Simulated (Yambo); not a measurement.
A G0W0@LDA run in Yambo for NaTaO$_{3}$ (space group P4/mbm, No. 127) (2×2×4 Γ-centred k mesh, bands 5 to 189 and a 7 Ry block in the screening, 189 bands in G with the Bruneval-Gonze terminator, plasmon pole fitted at 27.2 eV) gives these matrix elements, in eV, at the band edges (Z → Γ):

```
state               E0    <Vxc>     <Σx>  <Σc(E0)>      Z
---------------  -----  -------  -------  --------  -----
valence edge     0.000  -19.979  -25.102     4.536  0.775
conduction edge  2.265  -15.088   -9.315    -4.215  0.827
```

Task: Solve the linearised quasiparticle equation for both states, give the gap, and say how exchange and correlation each act on it.

Result: E = E0 + Z(Σx + Σc − Vxc). Valence: 0.000 + 0.775 × (-25.102 + (4.536) − (-19.979)) = -0.45 eV. Conduction: 2.265 + 0.827 × (-9.315 + (-4.215) − (-15.088)) = 3.55 eV. The gap is 4.01 eV, against 2.27 eV in LDA. Replacing Vxc by bare exchange alone would open it by 10.90 eV; correlation takes back 8.75 eV of that, and Z scales what is left. Nearest settings tried, and what they do to the gap: 151 bands in W, 151 bands in G: +41 meV; 6 Ry block (197 vectors against 267): -21 meV; 2×2×2 mesh: -53 meV. So the settings aren't converged at that level. Spin-orbit coupling is left out, which matters for elements this heavy: edges can move by tenths of an eV.

Geometry of the Materials Project entry, not relaxed at this level; primitive cell a = b = 5.477 Å, c = 3.959 Å, α = β = γ = 90.00°.

This is not the ordinary phase of the substance.
